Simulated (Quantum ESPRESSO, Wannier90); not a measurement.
## ZrN (rock salt): Wannier90 run

```
CELL_PARAMETERS angstrom
      0.00000     2.29427     2.29427
      2.29427     0.00000     2.29427
      2.29427     2.29427     0.00000
ATOMIC_POSITIONS crystal
  Zr 0.50000 0.50000 0.50000
  N  0.00000 0.00000 0.00000
```

Cell from Materials Project (mp-1352), symmetrised, no further relaxation. COD (Crystallography Open Database) has an entry of this formula and space group (matched by these alone). Level: PBEsol, spinors with spin-orbit coupling; pw.x of Quantum ESPRESSO at 68 Ry with PseudoDojo potentials, 8×8×8 k-points, Wannier90. Density: 12×12×12 mesh, cold smearing 0.01 Ry.

Valence charges of the files: Zr 12, N 5. 44 bands were computed.

Isolated groups of bands, relative to the Fermi level (bands from 11 on overlap up to the last one computed):

```
bands  from (eV)  to (eV)  filling            weight on atomic waves
-----  ---------  -------  -------  --------------------------------
1–2       -49.41   -49.22   filled                        Zr 4s 94 %
3–4       -28.85   -28.30   filled                        Zr 4p 96 %
5–8       -27.26   -26.50   filled                        Zr 4p 96 %
9–10      -16.16   -13.92   filled  N 2s 70 %, Zr 4d 16 %, Zr 5s 9 %
```

Wanted is a model with the orbitals Zr d, N p, without the filled groups that are mainly made of other shells (semicore states, and anion s where it isn't named); all higher bands stay in for disentanglement.

Give num_wann, exclude_bands and num_bands, and the number of electrons that the model holds.

Electrons: 1×12 + 1×5 = 17, or 17.0 bands' worth; no gap over 0.05 eV opens at the Fermi level at this level of theory.
num_wann = 2 × (1×5 + 1×3) = 16.
exclude_bands = 1-10, 10 bands, so num_bands = 44 − 10 = 34.
The model holds 17 − 1×10 = 7 electrons. With the window frozen to 1.50 eV it follows pw.x to 6.2 meV rms (states up to 1.0 eV relative to the Fermi level).
